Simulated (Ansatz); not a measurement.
YGe:
```
CELL_PARAMETERS angstrom
      3.75742     0.00000     0.00000
     -1.87871     3.25402     0.00000
      0.00000     0.00000     4.14002
ATOMIC_POSITIONS crystal
  Y  0.00000 0.00000 0.00000
  Ge 0.66667 0.33333 0.50000
```

Relaxed with PBE. Special points in fractions of this cell's reciprocal vectors: Γ (0.000, 0.000, 0.000); M (0.500, 0.000, 0.000); K (0.333, 0.333, 0.000); A (0.000, 0.000, 0.500); L (0.500, 0.000, 0.500); H (0.333, 0.333, 0.500).

List the band energies nearest the Fermi level at these points for PBE (plane waves, PAW; program Ansatz).

In eV from the Fermi level; about four levels below and three above (degenerate sets whole), none deeper than 8.9 eV; points with the same levels are listed once.

```csv
k,below,above
Γ,-0.75,0.24 0.49 0.49
M,-7.45 -3.51 -1.01 -0.12,1.38 2.97 4.69 4.69
K,-7.16 -2.65 -2.08 -0.83,1.62 2.62 2.70
A,-8.12 -4.34,1.42 1.42 1.72 1.72
L,-7.39 -2.38 -2.32 -0.28,0.54 4.03 4.53
H,-7.21 -2.68 -2.00 -0.79,0.77 4.15 4.49
```

Space group P-6m2. The cell is a constructed one: a structure type filled with these elements; neither database checked (COD, Materials Project) lists it. Whether it is the stable phase at ambient conditions was not checked. Symmetry was held in the PBE relaxation; whether a distortion lowers the energy is not shown. The run is not spin-polarised. Spin–orbit coupling is left out wherever it is not named.

Potentials: the later of the program's two PAW sets.
